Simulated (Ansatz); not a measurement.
One crystal and one scan (frozen-phonon scan) at two levels, r2SCAN (plane waves to 500 eV, PAW, scalar-relativistic; Ansatz, a program for electronic structure) and PBE (plane waves to 420 eV, PAW, scalar-relativistic; Ansatz), each from its own relaxed cell and on its own mesh. The cell shown is that of r2SCAN.

Li (bcc, W type)

```yaml
crystal:
  lattice:
    - [-3.47745, 3.47745, 3.47745]
    - [0.00000, 0.00000, 3.47745]
    - [0.00000, 3.47745, 0.00000]
  atoms:
    - { symbol: Li, position: [0.00000, 0.00000, 0.00000] }
    - { symbol: Li, position: [0.50000, 0.00000, 0.00000] }
```

The atoms are displaced by Q × the pattern below (from a DFPT mode at H = (0.5, 0.5, 0.5), largest move 1; Q in Å), at fixed cell. It is one choice among 3 degenerate patterns. (q is in reciprocal vectors of the primitive cell; the cell shown is doubled to hold the pattern.)

| atom | x | y | z |
|---|---|---|---|
| Li1 | 0.000 | 0.000 | -1.000 |
| Li2 | 0.000 | 0.000 | 1.000 |

Li was relaxed with its symmetry unable to fall. With partly filled bands, energies and forces of such displacements shift with the k mesh and the smearing. Percentages come from the unrounded values. Both scans cover Q from -0.100 to 0.100 Å.

Results of r2SCAN:

| Item | Value |
|---|---|
| Lattice constant a (Å) | 3.477 |
| Energy at Q = 0.100 Å (meV/cell) | 27.9 |
| Space group of the distorted cell | P4/nmm (No. 129), lowered from Im-3m |
| Symmetry of the curve | even: the same for both signs |
| Shape of the curve | a single well with its minimum at or next to zero displacement |

Q: Estimate the PBE values.

A: 
```csv
quantity,PBE,r2SCAN − PBE
Lattice constant a (Å),3.435,+0.042 (+1.2 %)
Energy at Q = 0.100 Å (meV/cell),27.7,+0.2 (+1 %)
```

r2SCAN gives the higher value for: lattice constant a. They agree on: energy at Q = 0.100 Å (within 1.5 %). Both give the same space group of the distorted cell: P4/nmm (No. 129), lowered from Im-3m.

(For displaced atoms, the force is minus the slope of the energy, and its curvature is a force constant, which sets phonon frequencies.)
